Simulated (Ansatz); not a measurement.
Y3GeS2 in space group P-3m1 (No. 164; Y on 2d, Y on 1b, Ge on 1a, S on 2d), plane-wave PAW PBE (Ansatz code), all energies at zero smearing, with the estimated change up to a 700 eV cutoff added, with one set of potentials and settings (totals compare only within such a set). Cell of 6 atoms (3 Y, 1 Ge, 2 S): -17655.116 eV.

```tsv
element	reference phase	E (eV/atom)
Y	P6_3/mmc, 2 atoms in the cell	-3848.6668
Ge	Fd-3m, 2 atoms in the cell	-4294.9847
S	Fddd, 32 atoms in the cell	-902.0599
```

Formation energy per atom, worked out: (-17655.116 − 3×(-3848.6668) − 1×(-4294.9847) − 2×(-902.0599))/6 = -1.668 eV/atom (-161 kJ per mol of atoms), at 0 K, without zero-point energy or fitted corrections.

The workflow started from a Materials Project entry (that database holds measured and hypothetical structures alike); the Crystallography Open Database copy checked does not list it. Whether it is the stable phase at ambient conditions was not checked. The cell was relaxed with PBE under the symmetry of its start; whether a distortion lowers the energy is not shown. No spin polarisation was allowed. The references are the lowest solids computed at this level, not always the standard phases.

Potentials: the later of the program's two PAW sets.
